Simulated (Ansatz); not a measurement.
## A relaxed cell of B$_{2}$I against its rivals

Atoms and cell were relaxed at zero pressure (10.2 % in volume from the start). The relaxed cell:

```
B I
1.0
     1.54481    2.67569    0.00000
    -1.54481    2.67569    0.00000
     0.00000    0.00000    7.32079
B I
2 1
Direct
  0.33333 0.33333 0.50000
  0.66667 0.66667 0.50000
  0.00000 0.00000 0.00000
```

Space group P6/mmm (No. 191); conventional cell a = 3.090 Å, b = 3.090 Å, c = 7.321 Å, α = 90.00°, β = 90.00°, γ = 120.00°.

Computed with plane-wave PAW DFT (Ansatz 0.2.0): r2SCAN, 500 eV cutoff, 10×10×7 Γ-centred mesh, fermi-dirac occupations of width 0.100 eV. Spin: none; no U, no spin-orbit coupling.

Question: What is its formation energy?

Answer: 1.155 eV an atom at 0 K against the elements' lowest computed crystals and the free molecules of gases, with no empirical correction.

Question: Is it stable against splitting into other phases?

Answer: Among the phases that we computed and relaxed alike, the lowest mixture with other formulas is 56 % B + 44 % BI₃ (shares of atoms). The cell lies 1200 meV an atom above it, so it would gain by splitting into them.

The start was: a known structure type with other elements put in, at an estimated volume. An invented cell need not be a known compound.

Caveats: an odd electron count without spin, so a state with a moment may lie lower; differences under 20 meV an atom lie within the error of meshes and cutoff; the relaxation keeps the start's symmetry, so a distorted cell may lie lower; no dispersion correction, which matters between weakly bound layers; no spin-orbit coupling, which can move compounds of heavy elements by tens of meV.
